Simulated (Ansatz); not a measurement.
# LaB2Rh3, first-principles data

LaB₂Rh₃ in space group P6/mmm (No. 191; Rh on 3g, La on 1a, B on 2c), a = b = 5.478 Å, c = 3.151 Å, α = β = 90.00°, γ = 120.00°.

Space group P6/mmm (No. 191); conventional cell a = b = 5.4781 Å, c = 3.1510 Å, α = β = 90.00°, γ = 120.00°.

Method: r²SCAN in the plane-wave PAW code Ansatz. Structure relaxed to zero pressure with the same functional. Other levels are named where they apply.

Cell and energy:

```yaml
volume_per_atom: 13.65 Å³
density: 9.52 g/cm³
Formation energy from the elements (no fitted shifts): -0.72 eV/atom
```

Electronic structure:

```yaml
electronic_character: metallic (no gap)
Density of states at the Fermi level: 0.51 states/eV per atom (mean over ±0.08 eV)
Gap with spin–orbit coupling: none (metallic)
```

Mechanics:

```yaml
Bulk modulus (Birch–Murnaghan fit): 206 GPa
Pressure derivative B′: 4.3
```

Charges:

```yaml
bader_charges: Rh -0.41, La +1.50, B -0.14 e
```

The workflow started from an entry of the Crystallography Open Database (COD). Its standing as an ambient phase is unchecked. The r²SCAN relaxation kept the symmetry of its start; its stability against distortions is not shown here. The run is not spin-polarised. The references are the lowest solids computed at this level, not always the standard phases. Scalar-relativistic: spin–orbit coupling is off unless named, which matters more the heavier the elements.

Potentials: the later of the program's two PAW sets.
